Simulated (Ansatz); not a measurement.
Sc (hcp (Mg type), space group No. 194) at seven volumes, DFT-PBE in the program Ansatz with PAW potentials, shape and atoms relaxed at each. One row is withheld.

| V (Å³/atom) | P (GPa) |
|---|---|
| 22.418 | 5.97 |
| 23.157 | 3.71 |
| 23.897 | ? |
| 24.636 | 0.00 |
| 25.375 | -1.52 |
| 26.114 | -2.86 |
| 26.853 | -4.04 |

**Question.** Fit the shown pressures and predict the withheld one.

**Answer.** P = (3/2)B₀(x^(7/2) − x^(5/2))[1 + (3/4)(B′ − 4)(x − 1)] with x = (V₀/V)^(2/3). Least squares on the six rows gives V₀ = 24.636 Å³/atom, B₀ = 54.1 GPa, B′ = 3.33. At V = 23.897, x = 1.0205 and P = 1.73 GPa. The run itself gave 1.73 GPa.

Space group P6_3/mmc (hcp (Mg type)). The cell was relaxed with PBE under the symmetry of its start. The workflow began spin-polarised and lost its moments.

Potentials: the earlier of the program's two PAW sets.
